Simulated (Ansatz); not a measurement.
**Ta2N: pressure against volume**

Ta2N, P-31m, a = 5.291 Å, c = 4.930 Å. The structure is a Materials Project entry; whether it is the stable form wasn't checked. Ansatz: r2SCAN, PAW, 500 eV, Γ-centred 12×12×8 mesh on 9 atoms, Gaussian smearing 0.10 eV; no spin polarisation. Shape and atoms are relaxed at each volume; pressure is positive in compression.

| V (Å³/atom) | P (GPa) |
| --- | --- |
| 12.086 | ? |
| 12.484 | 21.22 |
| 12.882 | 9.78 |
| 13.281 | 0.00 |
| 13.679 | -8.35 |
| 14.078 | -15.49 |

Task: Take V0 = 13.281 Å³/atom, fit the third-order Birch–Murnaghan form to the other rows, and predict the missing pressure.

Result: With the Eulerian strain f = ½[(V0/V)^(2/3) − 1] and y = P/[3f(1 + 2f)^(5/2)], the form is the line y = B0 + 1.5 B0 (B0′ − 4) f. Rows (f, y): 0.02106, 303.0; 0.01027, 301.7; -0.00975, 299.9; -0.01905, 298.7. Means f = 0.0006325, y = 300.82; Σ(Δf)² = 0.001005, ΣΔfΔy = 0.1043; the slope is their ratio. y = 300.8 + 103.7 f GPa, so B0 = 300.8 GPa and B0′ = 4 + 2 × (103.7)/(3 × 300.8) = 4.23. At V = 12.086, f = 0.03244, y = 304.16 and P = 34.64 GPa. The run gave 34.61 GPa, so the fit is 0.03 GPa too high, a small miss on the scale of the series. The form still works here, 25 % of the fitted range beyond its end.

The cell has an odd number of electrons and ran without spin polarisation, so a magnetic or disproportionated state may lie lower. Spin–orbit coupling is left out, which can shift energies with elements as heavy as these.